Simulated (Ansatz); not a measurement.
Al₂Cu:
```
Al2Cu
1.0
   -3.02569     3.02569     2.44364
    3.02569    -3.02569     2.44364
    3.02569     3.02569    -2.44364
Cu Al
2 4
Direct
  0.75000   0.75000   0.00000
  0.25000   0.25000   0.00000
  0.15863   0.65863   0.81726
  0.65863   0.84137   0.50000
  0.84137   0.34137   0.18274
  0.34137   0.15863   0.50000
```

Relaxed with PBE.

### Question
Decompose the optical modes at the zone centre into irreducible representations, and say which are infrared and Raman allowed.

### Answer
Point group 4/mmm: Γ_opt = A1g + 2A2g + A2u + B1g + B1u + B2g + 2Eg + 2Eu. Infrared: A2u, Eu. Raman: A1g, B1g, B2g, Eg.

### Question
Assign frequencies (DFPT, DFT-PBE in the program Ansatz with PAW potentials).

### Answer
Eg 137, Eu 141, B1u 178, A2u 185, A2g 209, B1g 240, Eg 245, B2g 270, A1g 274, Eu 285, A2g 312 cm⁻¹.

Subscripts of B labels follow the axes of the standard setting.

Space group I4/mcm. Symmetry was held in the PBE relaxation; of distortions, only those at the zone centre were tested. The run is not spin-polarised. As this level gives no gap, phonon frequencies hold no LO–TO term and depend on the k-mesh and smearing (Fermi–Dirac, 0.1 eV here).

Potentials: the later of the program's two PAW sets.
